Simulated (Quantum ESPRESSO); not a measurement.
MoTi6Mg, finding a planted mistake in a log

Computed values, not a measurement. The program is pw.x of Quantum ESPRESSO 7.5 (plane-wave density functional theory). The cell is made up: eight metal atoms on a hexagonal close-packed lattice, with elements, volume, strain and displacements drawn at random and not relaxed, so it may be unstable or far from any real phase. PseudoDojo standard norm-conserving files set the functional (PBE unless stated); there is no spin polarisation or spin-orbit coupling, the Fermi-Dirac width of 0.25 eV means electrons at about 2900 K, and the masses in the input are unused placeholders. A spin test at this wide smearing found no moment, but such smearing suppresses magnetism that the real alloy may have.

Intended input:

```
&control calculation='scf', pseudo_dir='./dojo.nc.sr.pbe.v0_5.standard.upf', outdir='./o', disk_io='minimal', tprnfor=.true., tstress=.true. /
&system ibrav=0, nat=8, ntyp=3, nbnd=65, ecutwfc=84.00895049, nosym=.true., tot_charge=0,
 occupations='smearing', smearing='fd', degauss=0.0183746611
/
&electrons conv_thr=1.470e-08, electron_maxstep=70, mixing_beta=0.5 /
ATOMIC_SPECIES
Mg 1.0 Mg.upf
Mo 1.0 Mo.upf
Ti 1.0 Ti.upf
CELL_PARAMETERS angstrom
0.0889 5.1474 0.0199
2.9462 0.0695 4.706
2.9055 0.0331 -4.6803
ATOMIC_POSITIONS angstrom
Mo 0.0331 0.0155 -0.0127
Ti 2.9175 0.0818 0.0018
Ti 2.9363 1.7944 -2.3393
Ti 2.9474 1.7387 2.3611
Ti 1.5349 2.6581 0.0378
Ti 4.4573 2.6664 0.0349
Ti 1.5283 4.2679 -2.3432
Mg 1.4972 4.3366 2.3426
K_POINTS automatic
5 5 5 1 1 1
```

The log is shortened where brackets say so; the opening notice, blank lines, dates and the lines on written files are dropped, and the path of the files is cut. It prints rydbergs, bohrs and kilobars, and counts compression as positive stress. Its total energy is the free energy E - TS of the whole cell.

Log of the intended run:

```
     Program PWSCF v.7.5
     Parallel version (MPI & OpenMP), running on       4 processor cores
     Number of MPI processes:                 4
     Threads/MPI process:                     1
     [start-up lines left out]
     bravais-lattice index     =            0
     lattice parameter (alat)  =       9.7287  a.u.
     unit-cell volume          =     953.6411 (a.u.)^3
     number of atoms/cell      =            8
     number of atomic types    =            3
     number of electrons       =        96.00
     number of Kohn-Sham states=           65
     kinetic-energy cutoff     =      84.0090  Ry
     charge density cutoff     =     336.0358  Ry
     scf convergence threshold =      1.5E-08
     mixing beta               =       0.5000
     number of iterations used =            8  plain     mixing
     Exchange-correlation= PBE
                           (   1   4   3   4   0   0   0)
     [axes and pseudopotential details left out]
   Cartesian axes
     site n.     atom                  positions (alat units)
         1        Mo     tau(   1) = (   0.0064294   0.0030108  -0.0024669  )
         2        Ti     tau(   2) = (   0.5667023   0.0158890   0.0003496  )
         3        Ti     tau(   3) = (   0.5703540   0.3485486  -0.4543913  )
         4        Ti     tau(   4) = (   0.5725101   0.3377293   0.4586258  )
         5        Ti     tau(   5) = (   0.2981427   0.5163158   0.0073424  )
         6        Ti     tau(   6) = (   0.8657967   0.5179280   0.0067791  )
         7        Ti     tau(   7) = (   0.2968607   0.8290072  -0.4551488  )
         8        Mg     tau(   8) = (   0.2908197   0.8423517   0.4550323  )
     number of k points=    63  Fermi-Dirac smearing, width (Ry)=  0.0184
                       cart. coord. in units 2pi/alat
        k(    1) = (   0.1742600   0.0970104  -0.0011318), wk =   0.0320000
        k(    2) = (   0.3507469   0.0943893  -0.1115831), wk =   0.0320000
     [further k points left out]
     Dense  grid:    99221 G-vectors     FFT dimensions: (  60,  64,  64)
     Estimated max dynamical RAM per process >     353.13 MB
     Estimated total dynamical RAM >       1.31 GB
     Initial potential from superposition of free atoms
     starting charge      95.9882, renormalised to      96.0000
     Starting wfcs are   75 randomized atomic wfcs
     total cpu time spent up to now is        7.3 secs
     per-process dynamical memory:   292.6 Mb
     Self-consistent Calculation
     iteration #  1     ecut=    84.01 Ry     beta= 0.50
     Davidson diagonalization with overlap
     ethr =  1.00E-02,  avg # of iterations =  2.9
     total cpu time spent up to now is       22.2 secs
     total energy              =    -970.78244150 Ry
     estimated scf accuracy    <       1.41093189 Ry
     iteration #  2     ecut=    84.01 Ry     beta= 0.50
     Davidson diagonalization with overlap
     ethr =  1.47E-03,  avg # of iterations =  7.1
     total cpu time spent up to now is       41.5 secs
     total energy              =    -970.55223316 Ry
     estimated scf accuracy    <      15.46651569 Ry
     [iterations 3 to 20 left out]
     iteration # 21     ecut=    84.01 Ry     beta= 0.50
     Davidson diagonalization with overlap
     ethr =  2.61E-11,  avg # of iterations =  5.7
     total cpu time spent up to now is      334.0 secs
     total energy              =    -971.61848177 Ry
     estimated scf accuracy    <       0.00000006 Ry
     iteration # 22     ecut=    84.01 Ry     beta= 0.50
     Davidson diagonalization with overlap
     ethr =  2.61E-11,  avg # of iterations =  2.3
     total cpu time spent up to now is      345.5 secs
     End of self-consistent calculation
     [lines on levels left out]
!    total energy              =    -971.61848177 Ry
     estimated scf accuracy    <          9.4E-09 Ry
     smearing contrib. (-TS)   =      -0.16856211 Ry
     internal energy E=F+TS    =    -971.44991966 Ry
     The total energy is F=E-TS. E is the sum of the following terms:
     one-electron contribution =    -360.99514562 Ry
     hartree contribution      =     208.46110653 Ry
     xc contribution           =    -141.11085093 Ry
     ewald contribution        =    -677.80502965 Ry
     convergence has been achieved in  22 iterations
     Forces acting on atoms (cartesian axes, Ry/au):
     atom    1 type  2   force =    -0.00907378    0.01396894   -0.00747883
     atom    2 type  3   force =    -0.00249020    0.00921886    0.00013229
     atom    3 type  3   force =    -0.00682640   -0.01152444   -0.00197103
     atom    4 type  3   force =     0.01901810   -0.00239584    0.00920123
     atom    5 type  3   force =    -0.01084937   -0.00494664   -0.00539408
     atom    6 type  3   force =     0.00134068   -0.01007713   -0.00373523
     atom    7 type  3   force =    -0.00827004    0.00563939   -0.00028493
     atom    8 type  1   force =     0.01715101    0.00011685    0.00953058
     Total force =     0.042823     Total SCF correction =     0.000157
     Computing stress (Cartesian axis) and pressure
          total   stress  (Ry/bohr**3)                   (kbar)     P=       -6.47
  -0.00007692  -0.00010294   0.00004185          -11.31      -15.14        6.16
  -0.00010294  -0.00010992  -0.00000440          -15.14      -16.17       -0.65
   0.00004185  -0.00000440   0.00005495            6.16       -0.65        8.08
     init_run     :      6.96s CPU      7.28s WALL (       1 calls)
     electrons    :    330.70s CPU    338.12s WALL (       1 calls)
     forces       :      1.82s CPU      1.84s WALL (       1 calls)
     stress       :      6.13s CPU      6.13s WALL (       1 calls)
     [timing details left out]
     PWSCF        :   5m45.68s CPU   5m53.52s WALL
     JOB DONE.
```

A second run was made from an input with one planted mistake. Its log:

```
     Program PWSCF v.7.5
     Parallel version (MPI & OpenMP), running on       4 processor cores
     Number of MPI processes:                 4
     Threads/MPI process:                     1
     [start-up lines left out]
     bravais-lattice index     =            0
     lattice parameter (alat)  =       9.7287  a.u.
     unit-cell volume          =     953.6411 (a.u.)^3
     number of atoms/cell      =            8
     number of atomic types    =            3
     number of electrons       =        96.00
     number of Kohn-Sham states=           65
     kinetic-energy cutoff     =      84.0090  Ry
     charge density cutoff     =     336.0358  Ry
     scf convergence threshold =      1.5E-08
     mixing beta               =       0.5000
     number of iterations used =            8  plain     mixing
     Exchange-correlation= PBE
                           (   1   4   3   4   0   0   0)
     [axes and pseudopotential details left out]
   Cartesian axes
     site n.     atom                  positions (alat units)
         1        Mo     tau(   1) = (   0.0064294   0.0030108  -0.0024669  )
         2        Ti     tau(   2) = (   0.5667023   0.0158890   0.0003496  )
         3        Ti     tau(   3) = (   0.5703540   0.3485486  -0.4543913  )
         4        Ti     tau(   4) = (   0.5725101   0.3377293   0.4586258  )
         5        Ti     tau(   5) = (   0.2981427   0.5163158   0.0073424  )
         6        Ti     tau(   6) = (   0.8657967   0.5179280   0.0067791  )
         7        Ti     tau(   7) = (   0.2968607   0.8736830  -0.4551488  )
         8        Mg     tau(   8) = (   0.2908197   0.8423517   0.4550323  )
     number of k points=    63  Fermi-Dirac smearing, width (Ry)=  0.0184
                       cart. coord. in units 2pi/alat
        k(    1) = (   0.1742600   0.0970104  -0.0011318), wk =   0.0320000
        k(    2) = (   0.3507469   0.0943893  -0.1115831), wk =   0.0320000
     [further k points left out]
     Dense  grid:    99221 G-vectors     FFT dimensions: (  60,  64,  64)
     Estimated max dynamical RAM per process >     353.13 MB
     Estimated total dynamical RAM >       1.31 GB
     Initial potential from superposition of free atoms
     starting charge      95.9882, renormalised to      96.0000
     Starting wfcs are   75 randomized atomic wfcs
     total cpu time spent up to now is        6.6 secs
     per-process dynamical memory:   284.3 Mb
     Self-consistent Calculation
     iteration #  1     ecut=    84.01 Ry     beta= 0.50
     Davidson diagonalization with overlap
     ethr =  1.00E-02,  avg # of iterations =  2.9
     total cpu time spent up to now is       20.9 secs
     total energy              =    -970.88316331 Ry
     estimated scf accuracy    <       1.24587186 Ry
     iteration #  2     ecut=    84.01 Ry     beta= 0.50
     Davidson diagonalization with overlap
     ethr =  1.30E-03,  avg # of iterations =  7.1
     total cpu time spent up to now is       40.2 secs
     total energy              =    -970.66809761 Ry
     estimated scf accuracy    <      13.34050239 Ry
     [iterations 3 to 18 left out]
     iteration # 19     ecut=    84.01 Ry     beta= 0.50
     Davidson diagonalization with overlap
     ethr =  2.42E-10,  avg # of iterations =  1.4
     total cpu time spent up to now is      286.6 secs
     total energy              =    -971.61258165 Ry
     estimated scf accuracy    <       0.00000006 Ry
     iteration # 20     ecut=    84.01 Ry     beta= 0.50
     Davidson diagonalization with overlap
     ethr =  6.37E-11,  avg # of iterations =  1.9
     total cpu time spent up to now is      297.9 secs
     End of self-consistent calculation
     [lines on levels left out]
!    total energy              =    -971.61258166 Ry
     estimated scf accuracy    <          2.3E-09 Ry
     smearing contrib. (-TS)   =      -0.16990682 Ry
     internal energy E=F+TS    =    -971.44267483 Ry
     The total energy is F=E-TS. E is the sum of the following terms:
     one-electron contribution =    -362.58326174 Ry
     hartree contribution      =     209.28306882 Ry
     xc contribution           =    -141.13322220 Ry
     ewald contribution        =    -677.00925970 Ry
     convergence has been achieved in  20 iterations
     Forces acting on atoms (cartesian axes, Ry/au):
     atom    1 type  2   force =    -0.00949092    0.00954203   -0.00675342
     atom    2 type  3   force =    -0.00254308    0.00992023   -0.00077163
     atom    3 type  3   force =     0.00041508    0.00814946   -0.00223300
     atom    4 type  3   force =     0.00691969    0.01690127    0.00822326
     atom    5 type  3   force =    -0.01073171   -0.00294852   -0.01408354
     atom    6 type  3   force =     0.00080628   -0.00843218    0.00601124
     atom    7 type  3   force =    -0.00289551   -0.03262816   -0.00015991
     atom    8 type  1   force =     0.01752017   -0.00050413    0.00976700
     Total force =     0.052064     Total SCF correction =     0.000153
     Computing stress (Cartesian axis) and pressure
          total   stress  (Ry/bohr**3)                   (kbar)     P=       -3.13
  -0.00000115  -0.00010629   0.00005472           -0.17      -15.64        8.05
  -0.00010629  -0.00013001  -0.00000246          -15.64      -19.12       -0.36
   0.00005472  -0.00000246   0.00006733            8.05       -0.36        9.90
     init_run     :      5.78s CPU      6.07s WALL (       1 calls)
     electrons    :    289.51s CPU    291.34s WALL (       1 calls)
     forces       :      1.82s CPU      1.83s WALL (       1 calls)
     stress       :      6.14s CPU      6.16s WALL (       1 calls)
     [timing details left out]
     PWSCF        :   5m 3.85s CPU   5m 6.01s WALL
     JOB DONE.
```

Question: the log repeats what the program read. Compare it with the intended run: what was wrong in the second input?

Answer: one coordinate of one atom is wrong. The input lines that differ:

```
- Ti 1.5283 4.2679 -2.3432
+ Ti 1.5283 4.4979 -2.3432
```

|  | intended run | run with the mistake |
| --- | --- | --- |
| free energy (eV) | -13219.543 | -13219.463 |
| entropy term -TS, part of it (eV) | -2.293 | -2.312 |
| pressure (GPa) | -0.65 | -0.31 |
| size of the largest force component (eV/Å) | 0.489 | 0.839 |
| largest change of a force component (eV/Å) |  | 0.984 |
| iterations | 22 | 20 |

For scale, a rerun of the intended cell at a higher cutoff and on a denser mesh moved values by no more than 0.003 eV in energy, 0.02 GPa in stress and 0.004 eV/Å in force, and a second program with other atomic files agreed on that cell to 2 % rms in force and 0.5 GPa in pressure.